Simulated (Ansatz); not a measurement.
Here is the system:

Sn4Pt:
```xyz
10
Lattice="3.2096 -5.7114 0.0000 3.2096 5.7114 0.0000 0.0000 0.0000 6.4047" Properties=species:S:1:pos:R:3 pbc="T T T"
Sn     5.3532    -1.4416     1.0685
Sn     1.0660     1.4416     1.0685
Sn     5.3532     1.4416     5.3361
Sn     1.0660    -1.4416     5.3361
Sn     4.2756     1.4416     2.1338
Sn     2.1436    -1.4416     2.1338
Sn     4.2756    -1.4416     4.2709
Sn     2.1436     1.4416     4.2709
Pt     3.2096     0.0000     0.0000
Pt     0.0000     0.0000     3.2023
```

This is the PBEsol-relaxed structure.

All from plane-wave PAW PBEsol (Ansatz code), unless another level is named. Give the formation energy from the elements (no fitted shifts).

-0.31 eV/atom.

Predict the density of states at the Fermi level.

0.28 states/eV per atom (mean over ±0.08 eV).

Space group Ccce. The workflow started from a Materials Project entry (that database holds measured and hypothetical structures alike); the Crystallography Open Database files this formula in space group No. 68, but the cells were not matched. Whether it is the stable phase at ambient conditions was not checked. The cell was relaxed with PBEsol under the symmetry of its start; of distortions, only those at the zone centre were tested. No spin polarisation was allowed. The references are the lowest solids computed at this level, not always the standard phases. Spin–orbit coupling is left out wherever it is not named.

Potentials: the later of the program's two PAW sets.
